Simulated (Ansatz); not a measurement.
Here is the system:

TeW:
```cif
data_TeW
_chemical_formula_sum 'W1 Te1'
_space_group_name_H-M_alt 'Pm-3m'
_space_group_IT_number 221
_space_group_name_Hall '-P 4 2 3'
_cell_length_a 3.30054
_cell_length_b 3.30054
_cell_length_c 3.30054
_cell_angle_alpha 90.000
_cell_angle_beta 90.000
_cell_angle_gamma 90.000
loop_
_atom_site_label
_atom_site_type_symbol
_atom_site_symmetry_multiplicity
_atom_site_Wyckoff_symbol
_atom_site_fract_x
_atom_site_fract_y
_atom_site_fract_z
_atom_site_occupancy
W1 W 1 a 0.00000 0.00000 0.00000 1
Te1 Te 1 b 0.50000 0.50000 0.50000 1
```

This is the PBEsol-relaxed structure.

### Question
All from PBEsol in the plane-wave PAW code Ansatz, unless another level is named. Predict the electronic character.

### Answer
metallic (no gap).

### Question
Give the formation energy from the elements (no fitted shifts).

### Answer
0.68 eV/atom.

### Question
What about the density of states at the Fermi level?

### Answer
0.69 states/eV per atom (mean over ±0.08 eV).

### Question
Next, the gap with spin–orbit coupling?

### Answer
none (metallic).

A made-up cell: these elements were put on the sites of a structure type; neither database checked (COD, Materials Project) lists it. Its standing as an ambient phase is unchecked. The cell was relaxed with PBEsol under the symmetry of its start; whether a distortion lowers the energy is not shown. No spin polarisation was allowed. The references are the lowest solids computed at this level, not always the standard phases. Spin–orbit coupling is left out wherever it is not named.

Potentials: the earlier of the program's two PAW sets. The files were generated under PBE; for other functionals the program regenerates the frozen cores, and for LDA and PBEsol the local potential too.
